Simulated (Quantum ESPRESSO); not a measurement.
## IrW3Sn3Cu (a guest atom moved from site to site)

A calculation, not a measurement. The program is pw.x of Quantum ESPRESSO 7.5 (plane-wave density functional theory). The cell is made up: eight metal atoms on a face-centred cubic lattice, with elements, volume, strain and displacements drawn at random and not relaxed, so it may be unstable or far from any real phase. PseudoDojo standard norm-conserving files set the functional (PBE unless stated); there is no spin polarisation or spin-orbit coupling, the Fermi-Dirac width of 0.25 eV means electrons at about 2900 K, and the masses in the input are unused placeholders. The copper pseudopotential is less sure than most, with forces differing by about three percent and pressure by about two GPa from a second method on plain copper. The tin pseudopotential is less sure than most, with forces differing by about three percent from a second method on plain tin. Heavy elements are run without spin-orbit coupling, which real alloys of them have. A spin test at this wide smearing found no moment, but such smearing suppresses magnetism that the real alloy may have.

The runs move one Ir atom among sites that otherwise hold W. Cell, positions, cutoff, mesh and smearing stay as in the input of run 1; sites are counted in its order. Stress in the tables is positive in tension.

Input of run 1:

```
&control calculation='scf', pseudo_dir='./dojo.nc.sr.pbe.v0_5.standard.upf', outdir='./o', disk_io='minimal', tprnfor=.true., tstress=.true. /
&system ibrav=0, nat=8, ntyp=4, nbnd=73, ecutwfc=92.02030273, nosym=.true., tot_charge=0,
 occupations='smearing', smearing='fd', degauss=0.0183746611
/
&electrons conv_thr=1.470e-08, electron_maxstep=70, mixing_beta=0.5 /
ATOMIC_SPECIES
Cu 1.0 Cu.upf
Ir 1.0 Ir.upf
Sn 1.0 Sn.upf
W 1.0 W.upf
CELL_PARAMETERS angstrom
0.016 -2.0736 -2.0984
2.0698 4.1948 -2.1621
8.2783 -4.2425 4.2281
ATOMIC_POSITIONS angstrom
Ir -0.0065 -0.0139 0.0141
W 4.1694 -2.1804 2.1096
W 4.1917 -0.0309 -0.0586
Sn 8.3148 -2.0594 2.0824
Sn 2.0941 -2.1431 0.0726
Cu 6.1693 -4.2299 2.1259
W 2.0711 0.0936 -2.0952
Sn 6.1923 -2.0831 -0.104
K_POINTS automatic
8 5 3 1 1 1
```

```
run  elements on sites 1 to 8  free energy less that of run 1 (eV)  -TS (eV)  pressure (GPa)  stress xx (GPa)  stress yy (GPa)  stress zz (GPa)  stress yz (GPa)  stress xz (GPa)  stress xy (GPa)  iterations
  1      Ir W W Sn Sn Cu W Sn                                0.000    -1.366           -5.03             3.94             5.10             6.04            -4.85            -1.89             1.97          20
  2      W Ir W Sn Sn Cu W Sn                               -0.061    -1.343           -5.27             3.49             5.58             6.73            -5.10            -1.66             1.28          19
  3      W W Ir Sn Sn Cu W Sn                                0.073    -1.352           -5.55             3.26             6.34             7.05            -4.21            -1.34             0.53          20
  4      W W W Sn Sn Cu Ir Sn                                0.132    -1.359           -5.44             3.95             5.89             6.48            -3.80            -1.54             1.33          20
```

Forces Fx Fy Fz (eV/Å):

```
site             run 1             run 2             run 3             run 4
   1   0.78 0.45 -0.29   0.53 0.61 -0.47   0.77 0.56 -0.42   0.98 0.78 -0.49
   2   0.20 -0.13 0.07  -0.44 -0.15 0.19  -0.23 -0.18 0.21  -0.09 -0.12 0.02
   3  -1.12 0.46 -0.55  -0.68 0.63 -0.84  -0.54 0.56 -0.59  -1.10 0.72 -0.53
   4   1.01 -0.54 0.46   0.36 -0.74 0.59   0.49 -0.81 0.60   0.95 -1.01 0.79
   5  -0.15 0.76 -0.74   0.69 0.37 -0.34   0.51 0.54 -0.46  -0.31 0.35 -0.43
   6   0.19 0.13 -0.14   0.32 0.03 -0.05   0.26 0.03 -0.06   0.32 0.13 -0.15
   7  -0.27 -1.06 1.02   0.20 -0.80 0.88   0.09 -0.98 0.82   0.01 -0.84 0.63
   8  -0.63 -0.06 0.16   -0.99 0.05 0.04  -1.34 0.27 -0.12   -0.76 0.00 0.16
```

The sites are displaced and not relaxed, so the energy differences mix bonding between neighbours with strain and are not ordering energies. A rerun of one cell of this series at a higher cutoff and on a denser mesh moved values by no more than 0.004 eV in energy, 0.04 GPa in stress and 0.009 eV/Å in force, and a second program with other atomic files agreed on that cell to 2 % rms in force and 0.5 GPa in pressure.